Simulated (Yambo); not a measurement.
LiNbF₆ (space group R-3, No. 148), G0W0@LDA in Yambo with this input:

```
rim_cut
gw0
dyson
el_el_corr
HF_and_locXC
ppa
em1d
RandQpts= 1000000
RandGvec= 1 Ry
EXXRLvcs= 84 Ry
VXCRLvcs= 336 Ry
Chimod= "HARTREE"
% BndsRnXp
 2 | 159 |
%
NGsBlkXp= 7 Ry
% LongDrXp
 1.0 | 1.0 | 1.0 |
%
PPAPntXp= 27.2114 eV
% GbndRnge
 1 | 159 |
%
GTermKind= "BG"
DysSolver= "n"
ExtendOut
```

On a 2×2×2 mesh, with wavefunctions cut at 84 Ry, the gap (Γ → L) is 9.507 eV and the valence edge shifts by -1.920 eV.

What happens with this change: 6 Ry block?

The gap rises by 0.049 eV, to 9.556 eV; the shift of the valence edge becomes -1.944 eV. Neither run is shown to be the converged limit.

Spin-orbit coupling is not included.

Geometry of the Materials Project entry, not relaxed at this level; primitive cell a = b = c = 5.430 Å, α = β = γ = 56.19°.

The structure is a Materials Project entry; no match was found in the copy of COD used, and its stability was not checked.

A shift is the quasiparticle energy of the state minus its LDA energy.
